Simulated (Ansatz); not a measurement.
**ZrHg: energy along a strain**

ZrHg, P4/mmm, a = 3.147 Å, c = 4.170 Å (as given, not relaxed at this level: -0.7 GPa). The structure is a COD entry; whether it is the stable form wasn't checked. Ansatz: PBEsol, PAW, 420 eV, Γ-centred 16×16×12 mesh on 2 atoms, Gaussian smearing 0.15 eV; no spin polarisation. Cell vectors (Å): 3.147 0.000 0.000; 0.000 3.147 0.000; 0.000 0.000 4.170. The cell is strained by x per cent times the pattern (1 0 0 0 0 0) in the order xx yy zz yz xz xy (engineering shears), with fractional coordinates held. y is the free energy over the start, V0 = 20.649 Å³/atom.

| x (%) | y (meV/atom) |
| --- | --- |
| -2.00 | ? |
| -1.50 | -0.34 |
| -1.00 | -0.60 |
| -0.50 | -0.49 |
| 0.00 | 0.00 |
| 0.50 | 0.85 |
| 1.00 | 2.05 |
| 1.50 | 3.60 |
| 1.75 | 4.50 |
| 2.00 | 5.49 |

Q: Fit y = c1 x + c2 x² + c3 x³ to the other rows, get the stiffness along the pattern, and predict the missing energy.

A: Least squares on the rows shown. y = 1.337 x + 0.7245 x² − 0.01036 x³. The clamped-ion stiffness p·C·p = 2 × 7.245 eV × 160.2 / 20.649 Å³ = 112 GPa, which is C11 in these axes (second derivative at the start, which stands under stress). At x = -2.00 the fit asked for gives 0.31 meV/atom. The run gave 0.33 meV/atom, so the fit is 0.02 meV/atom too low, a small miss on the scale of the series.

Spin–orbit coupling is left out, which can shift energies with elements as heavy as these.